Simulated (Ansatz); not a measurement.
**Fields on a plane of V3Si (A15, Cr3Si type)**

```
V3Si
1.0
    4.70139     0.00000     0.00000
    0.00000     4.70139     0.00000
    0.00000     0.00000     4.70139
V Si
6 2
Direct
  0.25000   0.00000   0.50000
  0.75000   0.00000   0.50000
  0.00000   0.50000   0.25000
  0.00000   0.50000   0.75000
  0.50000   0.25000   0.00000
  0.50000   0.75000   0.00000
  0.00000   0.00000   0.00000
  0.50000   0.50000   0.50000
```

The slice is a {100} plane (indices of the conventional cell) through the point (0.500, 0.750, 0.000) (fractional), spanned by u = [100] and v = [010] in vectors of this cell: u (4.70 Å) and v (4.70 Å, at 90° to u). It covers one period; positions are fractions (u, v).

Atoms on it: V at (0.00, 0.50); V at (0.00, 0.00); Si at (0.50, 0.25).

Computed with PBE (plane waves to 420 eV, PAW, scalar-relativistic; Ansatz, an electronic-structure program). k mesh 10×10×10. Near the nuclei the fields are pseudised (PAW); where an atom keeps semicore shells as valence, they peak there. The PAW data are Ansatz's earlier set. V3Si is run without spin polarisation. V3Si was relaxed with its symmetry unable to fall.

| v \ u | 0.00 | 0.11 | 0.21 | 0.32 | 0.43 | 0.54 | 0.64 | 0.75 | 0.86 | 0.96 |
|---|---|---|---|---|---|---|---|---|---|---|
| 0.86 | 0.56 | 0.28 | 0.26 | 0.47 | 0.30 | 0.27 | 0.42 | 0.41 | 0.18 | 0.52 |
| 0.71 | 0.25 | 0.24 | 0.50 | 0.47 | 0.26 | 0.24 | 0.38 | 0.55 | 0.30 | 0.24 |
| 0.57 | x | 0.55 | 0.14 | 0.48 | 0.44 | 0.42 | 0.49 | 0.23 | 0.36 | x |
| 0.43 | x | 0.57 | 0.11 | 0.61 | 0.70 | 0.67 | 0.69 | 0.22 | 0.36 | x |
| 0.29 | 0.25 | 0.21 | 0.49 | 0.67 | x | x | 0.54 | 0.62 | 0.24 | 0.24 |
| 0.14 | 0.56 | 0.26 | 0.22 | 0.67 | 0.45 | 0.38 | 0.65 | 0.43 | 0.15 | 0.52 |
| 0.00 | x | 0.68 | 0.12 | 0.52 | 0.65 | 0.64 | 0.60 | 0.17 | 0.51 | x |

Values: electron localisation function (ELF). Points within 0.5 Å of a nucleus are blanked (x), as the pseudised field means little there.

```
|9987532111111111111111235789|
|9876421111111111111111124678|
|7765321111111111111111123567|
|6553211111111111111111112355|
|4332211111111222111111112233|
|2222111111112222211111111222|
|2221111111112222211111111122|
|2222111111112222211111111222|
|4332211111111222111111112233|
|6553211111111111111111112355|
|7765321111111111111111123567|
|9876421111111111111111124678|
|9987532111111111111111235789|
|9997532111111111111111235799|
|9987532111112222211111235789|
|9876421111222222222111124678|
|7765321111222222222111123567|
|6553211112221111122211112355|
|4332211122211000112221112233|
|2222111122210000012221111222|
|2221111122210000012221111122|
|2222111122210000012221111222|
|4332211122211000112221112233|
|6553211112221111122211112355|
|7765321111222222222111123567|
|9876421111222222222111124678|
|9987532111112222211111235789|
|9997532111111111111111235799|
```
Scale: ten equal steps from -0.87 (start of '0') to 1.23 (end of '9'), in the order '0123456789'. Values: log₁₀ of the valence density in e/Å³. The map has 28 points along u (one character each, u = 0 at the left) and 28 along v (v = 0 in the bottom row). The scale is logarithmic, as a density can span decades between atoms and voids.

The density on the V–V line (2.35 Å) at its midpoint is 0.45 e/Å³ and the ELF at that point comes out as 0.24.
